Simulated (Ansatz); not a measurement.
Nb$_{2}$CS$_{2}$:
```xyz
5
Lattice="3.2237 0.0000 0.0000 -1.6118 2.7918 0.0000 0.0000 0.0000 8.4470" Properties=species:S:1:pos:R:3 pbc="T T T"
Nb     0.0000     1.8612     1.1821
Nb     1.6118     0.9306     7.2649
S      0.0000     1.8612     5.6371
S      1.6118     0.9306     2.8098
C      0.0000     0.0000     0.0000
```

Relaxed with LDA.

### Question
Give the Bader charges and basin volumes of the independent atoms, LDA in the plane-wave PAW code Ansatz.

### Answer


| atom | Bader charge (e) | Bader volume (Å³) |
|---|---|---|
| Nb1 | +1.61 | 11.6 |
| S3 | -0.75 | 21.0 |
| C5 | -1.73 | 11.0 |

Space group P-3m1. The workflow started from an entry of the Crystallography Open Database (COD), which files this formula under 2 space groups. Its standing as an ambient phase is unchecked. The LDA relaxation kept the symmetry of its start; its stability against distortions is not shown here. The run is not spin-polarised. A crystal of weakly bound layers computed without a dispersion correction: the cell and the soft elastic constants depend strongly on that.

Potentials: the later of the program's two PAW sets.
